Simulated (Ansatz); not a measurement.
## BP: zone-centre modes at 25 GPa

Level of theory: DFT LDA, scalar-relativistic, plane waves, PAW in Ansatz. Plane waves to 420 eV; Γ-centred k mesh 12×12×12; fixed occupations. No spin polarisation. Phonons by linear response, acoustic sum rule imposed.

The cell, relaxed at 25 GPa:
```yaml
crystal:
  lattice:
    - [0.00000, 2.16086, 2.16086]
    - [2.16086, 0.00000, 2.16086]
    - [2.16086, 2.16086, 0.00000]
  atoms:
    - { symbol: B, position: [0.00000, 0.00000, 0.00000] }
    - { symbol: P, position: [0.75000, 0.75000, 0.75000] }
```

Other phases may be more stable at this pressure. The bands were filled as in an insulator; under compression the gap may have closed between mesh points.

(1) Give the high-frequency dielectric tensor ε∞.

(2) Give the Born effective charges.

(3) How large is the static dielectric tensor with the ions free to move, and what share of it is ionic?

## Answers

(1)
```
9.17 0.00 0.00
0.00 9.17 0.00
0.00 0.00 9.17
```

(2)
```tsv
atom	Z*xx	Z*yy	Z*zz	mean
B (atom 1)	-1.02	-1.02	-1.02	-1.02
P (atom 2)	1.02	1.02	1.02	1.02
```

(3)
```
9.5 0.0 0.0
0.0 9.5 0.0
0.0 0.0 9.5
```
The ions give 4 % of its trace.

Cost: 1 run of about 1.2 core-minutes, on Intel Xeon Processor @ 2.50GHz (Skylake/Cascade Lake) (shared hosts).